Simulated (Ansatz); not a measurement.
Relaxed-ion elastic tensor of Mg2H6Ru in space group Fm-3m (No. 225; Mg on 8c, H on 24e, Ru on 4a) in GPa (Voigt order), DFT-LDA in the program Ansatz with PAW potentials; density 3.74 g/cm³, 7.69 Å³ per atom.

```csv
,1,2,3,4,5,6
1,161,47.2,47.2,0.0,0.0,0.0
2,47.2,161,47.2,0.0,0.0,0.0
3,47.2,47.2,161,0.0,0.0,0.0
4,0.0,0.0,0.0,58.4,0.0,0.0
5,0.0,0.0,0.0,0.0,58.4,0.0
6,0.0,0.0,0.0,0.0,0.0,58.4
```

**Question.** Is the crystal mechanically stable?

**Answer.** Yes: the smallest eigenvalue of C is 58.4 GPa.

**Question.** Work out the Voigt, Reuss and Hill averages.

**Answer.** K_V = 85.0, K_R = 85.0, K_H = 85.0; G_V = 57.8, G_R = 57.8, G_H = 57.8 GPa.

**Question.** Give Young's modulus, Poisson's ratio, Pugh's ratio and the universal anisotropy index.

**Answer.** E = 9KG/(3K + G) = 141 GPa; ν = 0.22; K/G = 1.47 (brittle by the Pugh limit of 1.75); A_U = 5G_V/G_R + K_V/K_R − 6 = 0.00.

**Question.** Estimate the sound speeds and the Debye temperature.

**Answer.** v_l = √((K + 4G/3)/ρ) = 6590 m/s, v_t = √(G/ρ) = 3930 m/s, mean 4350 m/s; Θ = (h/k)(3n/4πV)^(1/3) v_m = 656 K.

**Question.** Give the Zener ratio and Young's modulus along [100], [110] and [111].

**Answer.** A = 2C44/(C11 − C12) = 1.03; 1/E = S11 − 2(S11 − S12 − S44/2)Γ with Γ = 0, 1/4, 1/3 gives 139, 142, 143 GPa.

**Question.** Solve the Christoffel equation for the three sound speeds along [100], [110], [111].

**Answer.** Eigenvalues of C_ijkl n_j n_l equal ρv². In km/s, slowest first: [100] 3.95, 3.95, 6.56; [110] 3.90, 3.95, 6.59; [111] 3.92, 3.92, 6.60.

The first step of the workflow began from a Materials Project structure, measured or hypothetical; the Crystallography Open Database copy checked does not list it. Its standing as an ambient phase is unchecked. The LDA relaxation kept the symmetry of its start; phonons on a q-mesh show no instability. The run is not spin-polarised.

Potentials: the later of the program's two PAW sets.
